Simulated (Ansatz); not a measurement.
One crystal and one scan (frozen-phonon scan) at two levels, r2SCAN (plane waves to 500 eV, PAW, scalar-relativistic; Ansatz, a quantum-chemistry and plane-wave program) and PBE (plane waves to 420 eV, PAW, scalar-relativistic; Ansatz), each from its own relaxed cell and on its own mesh. The cell shown is that of r2SCAN.

Relaxed Nb (bcc, W type):

```yaml
crystal:
  lattice:
    - [-3.30269, 3.30269, 3.30269]
    - [1.65135, -1.65135, 1.65135]
    - [1.65135, 1.65135, -1.65135]
  atoms:
    - { symbol: Nb, position: [0.00000, 0.00000, 0.00000] }
    - { symbol: Nb, position: [0.50000, 0.00000, 0.00000] }
```

The atoms are displaced by Q × the pattern below (from a DFPT mode at N = (0.5, 0.0, 0.0), largest move 1; Q in Å), at fixed cell. (q is in reciprocal vectors of the primitive cell; the cell shown is doubled to hold the pattern.)

```json
[
 {"atom": "Nb1", "x": "1.000", "y": "0.000", "z": "0.000"},
 {"atom": "Nb2", "x": "-1.000", "y": "0.000", "z": "0.000"}
]
```

Nb is run without spin polarisation. Nb was relaxed with its symmetry unable to fall. With partly filled bands, energies and forces of such displacements shift with the k mesh and the smearing. Percentages come from the unrounded values. Both scans cover Q from -0.100 to 0.100 Å.

Results of r2SCAN:

```
Property                                                                                                                                           Value
----------------------------------------------------------------------------------------  --------------------------------------------------------------
Lattice constant a (Å)                                                                                                                             3.303
Energy at Q = 0.100 Å (meV/cell)                                                                                                                      94
Harmonic wavenumber from the curvature (finite differences) (cm⁻¹ (negative: imaginary))                                                             172
Space group of the distorted cell                                                                                      Cmcm (No. 63), lowered from Im-3m
Symmetry of the curve                                                                                                      even: the same for both signs
Shape of the curve                                                                        a single well with its minimum at or next to zero displacement
```

**Question.** Estimate the PBE values.

**Answer.** 
```json
[
 {"quantity": "Lattice constant a (Å)", "PBE": "3.310", "r2SCAN − PBE": "-0.007 (-0.2 %)"},
 {"quantity": "Energy at Q = 0.100 Å (meV/cell)", "PBE": "90", "r2SCAN − PBE": "+4 (+4 %)"},
 {"quantity": "Harmonic wavenumber from the curvature (finite differences) (cm⁻¹ (negative: imaginary))", "PBE": "168", "r2SCAN − PBE": "+4 (+2 %)"}
]
```

r2SCAN gives the higher value for: energy at Q = 0.100 Å; harmonic wavenumber from the curvature. r2SCAN gives the lower value for: lattice constant a. Both give the same space group of the distorted cell: Cmcm (No. 63), lowered from Im-3m.

(For displaced atoms, the force is minus the slope of the energy, and its curvature is a force constant, which sets phonon frequencies.)
